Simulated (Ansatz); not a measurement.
Level of theory: DFT PBE, scalar-relativistic, plane waves, PAW in Ansatz. The final run on the 5-atom cell used 420 eV, a Γ-centred 8×8×6 mesh, 0.10 eV smearing and no spin polarisation.

Energies over the elements count from the elements' standard structures at the same level (O₂ as a molecule), with no fitted energy shifts. The references include grey tin.

Q: Give a relaxed trial structure of a tetragonal metal made of Bi, O and Sn, with a formation energy near −0.07 eV/atom and a density near 5.99 g/cm³, in a cell of 5 atoms.

A: SnBi3O, space group P4mm (No. 99). Around Sn lie 1 O at 1.98 Å and 4 Bi at 3.26 Å; around Bi on a site of symmetry 2mm lie 2 Sn at 3.26 Å, 2 Bi at 3.29 Å and 4 Bi at 3.56 Å; Bi on a site of symmetry 4mm has 1 O at 2.17 Å and 4 Bi at 3.29 Å; O is surrounded by 1 Sn at 1.98 Å and 1 Bi at 2.17 Å.

```
Sn Bi O
1.0
     5.03820    0.00000    0.00000
     0.00000    5.03820    0.00000
     0.00000    0.00000    8.32337
Sn Bi O
1 3 1
Cartesian
  2.5191 2.5191 0.9408
  2.5191 0.0000 7.1975
  0.0000 2.5191 7.1975
  2.5191 2.5191 5.0875
  2.5191 2.5191 2.9219
```

* Volume per atom: 42.26 Å³
* Density: 5.99 g/cm³
* Formation energy: −0.07 eV/atom
* Gap on the 8×8×6 mesh of the 5-atom cell: 0 eV (a metal)

It was reached by relaxing an invented guess, and it needn't be the stable form of this composition. The answer needn't be unique; the calculation gave this one.

Spin–orbit coupling, which can matter for Bi, is left out. A structure relaxed within its symmetry needn't be a true minimum. Another cell of SnBi3O relaxed alike, in Pm-3m, lies 22 meV/atom lower, so this cell isn't the stable form at this level.
